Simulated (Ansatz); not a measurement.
A geometry of Sr away from equilibrium: step 2 of the relaxation of a generated cell, Sr placed in the AFLOW prototype A_cI16_220_c (as in Li). These are r2SCAN (plane waves to 500 eV, PAW, scalar-relativistic; Ansatz, a quantum-chemistry and plane-wave program) values and carry that method's errors. Γ-centred k-mesh 7×7×7 on the run's cell, Fermi–Dirac smearing 0.05 eV.

```xyz
8
Lattice="-4.8397 4.8397 4.8397 4.8397 -4.8397 4.8397 4.8397 4.8397 -4.8397" Properties=species:S:1:pos:R:3:forces:R:3 pbc="T T T" free_energy=-28440.423 pressure_GPa=0.2
Sr     2.0464     2.0464     2.0464    0.1356    0.1356    0.1356
Sr    -2.0464     2.7933     2.0464   -0.1356   -0.1356    0.1356
Sr     2.7933     2.0464    -2.0464   -0.1356    0.1356   -0.1356
Sr     2.0464    -2.0464     2.7933    0.1356   -0.1356   -0.1356
Sr     4.4662     4.4662     4.4662    0.1356    0.1356    0.1356
Sr     0.3734     5.2131    -0.3734   -0.1356   -0.1356    0.1356
Sr     5.2131    -0.3734     0.3734   -0.1356    0.1356   -0.1356
Sr    -0.3734     0.3734     5.2131    0.1356   -0.1356   -0.1356
```

Positions in Å, forces in eV/Å, free energy of the cell in eV (comparable only within this code, potentials and settings). Largest force: 0.23 eV/Å, on Sr1, Sr2, Sr3, Sr4, Sr5, Sr6, Sr7, Sr8 (atoms numbered as listed); the geometry lies 0.06 eV/atom above the end of its relaxation.

No spin polarisation in the result.

The run could not lose the symmetry of its start.

The relaxed structure has the type that Sr is known to take under pressure; here it was relaxed at zero pressure, from a generated start.
